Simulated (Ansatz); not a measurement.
Input and output of a single-point calculation on a 12-atom cell of Ti3SiO8 built on the rutile structure (relaxed group Cmmm) (the PAW code Ansatz, PBE0). The geometry is the r2SCAN minimum.

The input:
```yaml
crystal:
  lattice:
    - [3.1787471264, -3.1702595022, 0.0]
    - [3.1787471264, 3.1702595022, 0.0]
    - [0.0, 0.0, 5.7867066174]
  atoms:
    - { symbol: Si, position: [0.5, 0.5, 0.0] }
    - { symbol: Ti, position: [0.0, 0.0, 0.7559920704] }
    - { symbol: O, position: [0.2095489344, 0.2095489344, 0.0] }
    - { symbol: O, position: [0.7904510656, 0.7904510656, 0.0] }
    - { symbol: O, position: [0.6878077306, 0.3121922694, 0.7704360942] }
    - { symbol: O, position: [0.3121922694, 0.6878077306, 0.7704360942] }
    - { symbol: Ti, position: [0.5, 0.5, 0.5] }
    - { symbol: Ti, position: [0.0, 0.0, 0.2440079296] }
    - { symbol: O, position: [0.1950829072, 0.1950829072, 0.5] }
    - { symbol: O, position: [0.8049170928, 0.8049170928, 0.5] }
    - { symbol: O, position: [0.6878077306, 0.3121922694, 0.2295639058] }
    - { symbol: O, position: [0.3121922694, 0.6878077306, 0.2295639058] }
kpoints:
  mp_grid: { grid: [4, 4, 4] }
  band_path:
    path:
      - [0.0, 0.0, 0.0]
      - [0.5, 0.5, 0.0]
      - [0.0, 0.0, 0.5]
      - [0.4986667243, -0.4986667243, 0.5]
      - [0.5013332757, 0.4986667243, 0.5]
      - [0.5, 0.0, 0.0]
    npoints: 1
hamiltonian:
  xc: pbe0
scf:
  occupations: { method: fixed }
  n_extra_bands: 7
output:
  forces: true
  stress: true
  eigenvalues: true
```

Problem. It ran on 1 × NVIDIA H100 80GB HBM3 with 2 threads of AMD EPYC 7R13 Processor (Zen 3) (shared host). About how long did it take, and what peak of host memory did it reach?

Solution. About 51 s, with a peak of 3.2 GiB.

The output, standing remarks left out:
```
Functional definition: PBE0
Crystal: 12 atoms, lattice volume = 116.631 Å³
Basis set: ecut = 420 eV, 2323 PW (Γ)
Bands: 51, of which v1, the nominal top of the filled ones, is band 44 counted from 1 (43 counted from 0)
Symmetry: 8 space group operations
Space group: Cmmm (ITA 65)
k-points: 21 of 64
Exchange kernel: α = 0.2500, full range, Wigner–Seitz truncation, v(0) = 12997.7932 eV·Å³, q-mesh 4×4×4
preconditioner: auto → none  [insulator: Δε(μ)=4.741 eV  ℏωp=27.5 eV]
hybrid outer 1: dexx = +1.375e-1 eV, tail = 4.58e-4 eV
hybrid outer 2: dexx = +7.210e-5 eV, tail = 2.59e-7 eV, Δε = 1.03e-2 eV, ΔF = 2.25e-2 eV/Å
hybrid outer 3: dexx = +4.699e-8 eV, tail = 9.67e-9 eV, Δε = 2.51e-4 eV, ΔF = 4.41e-4 eV/Å
hybrid SCF converged: 3 outer / 18 inner (+5 warm-up)
Free energy (F): -12688.682358 eV
Fermi energy:    8.149928 eV
--- Forces (eV/Å), atoms counted from 1 ---
  atom   1  Si      0.00000      0.00000      0.00000
  atom   2  Ti      0.00000      0.00000      0.11756
  atom   3  O     -0.31748      0.00000      0.00000
  atom   4  O       0.31748      0.00000      0.00000
  atom   5  O       0.00000      0.04055    -0.13692
  atom   6  O       0.00000    -0.04055    -0.13692
  atom   7  Ti      0.00000      0.00000      0.00000
  atom   8  Ti      0.00000      0.00000    -0.11756
  atom   9  O     -0.11894      0.00000      0.00000
  atom  10  O       0.11894      0.00000      0.00000
  atom  11  O       0.00000      0.04055      0.13692
  atom  12  O       0.00000    -0.04055      0.13692
--- Stress (GPa, compression-positive) ---
       -2.949028       0.000000       0.000000
        0.000000      -2.280918       0.000000
        0.000000       0.000000      -3.209872
  P = ⅓ Tr σ = -2.8133 GPa (-28.133 kbar)
--- Band table (eV; the first three rows and the last of 21) ---
  k-point 0: bands = […, 5.9573, 6.6378, 7.1121, 7.5537, 7.6978, 8.1499, 12.0679, 12.5695, 12.9035, 13.0155, …]
  k-point 1: bands = […, 6.4267, 6.5263, 6.5343, 7.2270, 7.4515, 8.0539, 12.3609, 12.6980, 12.7652, 13.1027, …]
  k-point 2: bands = […, 6.3771, 6.5575, 6.7138, 6.9007, 7.2106, 7.8312, 12.5369, 12.7830, 12.8931, 13.2206, …]
  k-point 20: bands = […, 6.2529, 6.2578, 6.3202, 6.4481, 6.7691, 6.8470, 12.7901, 12.8511, 12.8762, 13.1828, …]
```

The rows of the band table are 0: (0, 0, 0) = Γ, 1: (0, 0, 1/4), 2: (0, 0, -1/2) = Z, 20: (-1/2, -1/2, -1/2) = A₀.

Levels at the listed points, from bands.tsv (eV from the Fermi energy, bands near the gap, counted from 0):
```tsv
# k_distance	band_39	band_40	band_41	band_42	band_43	band_44	band_45	band_46	band_47
# fermi_ev = 8.149928
# [0, 0, 0] at k_distance = 0.000000
# [0.5, 0.5, 0] at k_distance = 0.988312
# [0, 0, 0.5] at k_distance = 2.115919
# [0.4986667243, -0.4986667243, 0.5] at k_distance = 3.104234
# [0.5013332757, 0.4986667243, 0.5] at k_distance = 4.500053
# [0.5, 0, 0] at k_distance = 5.384257
# levels_relative_to = fermi_ev
0.000	-1.512	-1.038	-0.596	-0.452	0.000	3.918	4.420	4.754	4.866
0.988	-1.513	-1.500	-1.425	-0.882	-0.720	3.928	4.551	4.778	4.902
2.116	-1.592	-1.436	-1.249	-0.939	-0.319	4.387	4.633	4.743	5.071
3.104	-1.892	-1.830	-1.702	-1.381	-1.303	4.640	4.701	4.726	5.033
4.500	-1.892	-1.830	-1.702	-1.381	-1.303	4.640	4.701	4.726	5.033
5.384	-1.859	-1.498	-1.262	-1.032	-0.751	4.111	4.266	4.417	4.822
```
In order the rows are Γ, Y, Z, A₀, E₀, S.

With PBE0 the gap is 3.92 eV and direct, at Γ. The lowest empty level at Y lies only 10 meV higher, so the place of the conduction bottom isn't settled. Edges are sought over the mesh and the listed points. With the atoms held, the mean pressure is -2.8 GPa (compression positive). (The program warns that its thresholds are loose for a hybrid's stress.) The largest force is 0.32 eV/Å.

Note: simulated data, non-magnetic, for a generated structure that need not be the stable one.

The meshes of the hybrids are coarse, so their gaps aren't converged to the digits shown.
